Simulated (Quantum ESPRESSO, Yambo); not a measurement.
## Quasiparticle gap of KAuF4

KAuF₄ is taken in the tetragonal space group I4/mcm (No. 140), Pearson symbol tI24. Lattice parameters: a = b = 6.0051 Å, c = 11.3278 Å, α = β = γ = 90.00°. F on 16l sees 1 Au at 1.940 Å and 2 K at 2.687 Å (trigonal planar). K on 4a is coordinated by 8 F at 2.687 Å. Au on 4d has 4 F at 1.940 Å (square planar). (Neighbours: up to the widest gap in distance over summed covalent radii, below 1.35, at either atom; cation-cation contacts left out.)
(The calculation used a cell of 12 atoms; values per cell refer to that cell.)

The geometry is that of Materials Project entry mp-5309, symmetrised and not relaxed again.

Starting point: norm-conserving PBEsol (Quantum ESPRESSO, 84 Ry, no spin-orbit coupling). G0W0 in Yambo: 2×2×2 Γ-centred k mesh, bands 9 to 315 and a 7 Ry block in the screening, 315 bands in G with the Bruneval-Gonze terminator, plasmon pole fitted at 27.2 eV.

| Property | Value |
|---|---|
| PBEsol gap along the band path | 2.32 eV |
| PBEsol gap between the mesh's edge points (X → X) | 2.32 eV |
| G0W0 gap between the same points | 6.34 eV |

```
k point  band  E PBEsol (eV)  E QP (eV)  shift (eV)     Z
-------  ----  -------------  ---------  ----------  ----
Γ          VB          -0.01      -1.87       -1.86  0.82
Γ          CB           2.44       4.64        2.20  0.83
X          VB           0.00      -1.85       -1.85  0.82
X          CB           2.32       4.49        2.17  0.83
N          VB          -0.25      -2.16       -1.91  0.82
N          CB           2.47       4.68        2.21  0.83
Z          VB           0.00      -1.86       -1.85  0.82
Z          CB           2.57       4.82        2.25  0.83
```

Energies count from the PBEsol valence-band maximum.

Nearest settings tried, and what they do to the gap: 159 bands in W: +40 meV; 6 Ry block (349 vectors against 445): +10 meV. Not varied: bands in G, mesh. So the settings aren't converged at that level. The k mesh is coarse.

Without spin-orbit coupling, band edges of such heavy elements can be off by tenths of an eV.
